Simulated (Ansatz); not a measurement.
W (fcc (Cu type), Fm-3m) at seven volumes, DFT-r²SCAN in the program Ansatz with PAW potentials, scaled uniformly. One row is withheld.

| V (Å³/atom) | P (GPa) |
|---|---|
| 14.769 | ? |
| 15.256 | 20.37 |
| 15.743 | 9.46 |
| 16.230 | 0.00 |
| 16.717 | -8.27 |
| 17.204 | -15.48 |
| 17.690 | -21.73 |

Question: Fit the shown pressures and predict the withheld one.

Answer: P = (3/2)B₀(x^(7/2) − x^(5/2))[1 + (3/4)(B′ − 4)(x − 1)] with x = (V₀/V)^(2/3). Least squares on the six rows gives V₀ = 16.229 Å³/atom, B₀ = 295 GPa, B′ = 3.60. At V = 14.769, x = 1.0649 and P = 32.93 GPa. The run itself gave 33.16 GPa.

The workflow started from an entry of the Crystallography Open Database (COD), which files this formula under 6 space groups. It is not the phase usual at ambient conditions (space group No. 229). Symmetry was held in the r²SCAN relaxation. At this level the phase is mechanically unstable. No spin polarisation was allowed. Spin–orbit coupling is left out wherever it is not named.

Potentials: the earlier of the program's two PAW sets.
